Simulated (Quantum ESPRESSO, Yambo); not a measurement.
Levels of theory for the gap of K2PtC2

K2PtC2 (space group P-3m1, No. 164): one geometry, one set of norm-conserving PBEsol (Quantum ESPRESSO, 84 Ry, with spin-orbit coupling) orbitals, self-energies from Yambo (3×3×2 Γ-centred k mesh, bands 9 to 258 and a 6 Ry block in the screening, 258 bands in G with the Bruneval-Gonze terminator, plasmon pole fitted at 27.2 eV).

The geometry is that of Materials Project entry mp-976876, symmetrised and not relaxed again.

```tsv
level	gap A → (0, 0.333, -0.5) (eV)	direct gap at (0, 0.333, -0.5) (eV)	rough Yambo cost
PBEsol (Quantum ESPRESSO)	0.90	0.93	–
exchange only (Hartree-Fock self-energy on PBEsol orbitals)	7.58	7.62	about 1/7 (13 states)
static COHSEX@PBEsol	2.11	2.14	within a factor of two (3 states)
G0W0@PBEsol, plasmon pole	1.67	1.70	1 (13 states)
```

Bare exchange has no screening and gives the widest gap; static COHSEX screens it but leaves out the frequency dependence, which G0W0 restores. The mesh misses a band edge: along a dense path the PBEsol gap is 0.59 eV against 0.90 eV on the mesh.

Costs are rough ratios of core time on shared machines.

Nearest settings tried, and what they do to the gap: 172 bands in G: -6 meV; 108 bands in W, 108 bands in G: +65 meV; 3 Ry block (83 vectors against 213): -102 meV. Not varied: mesh. So the settings aren't converged at that level. The k mesh is coarse.

The structure is a Materials Project entry; no match was found in the copy of COD used, and its stability was not checked.
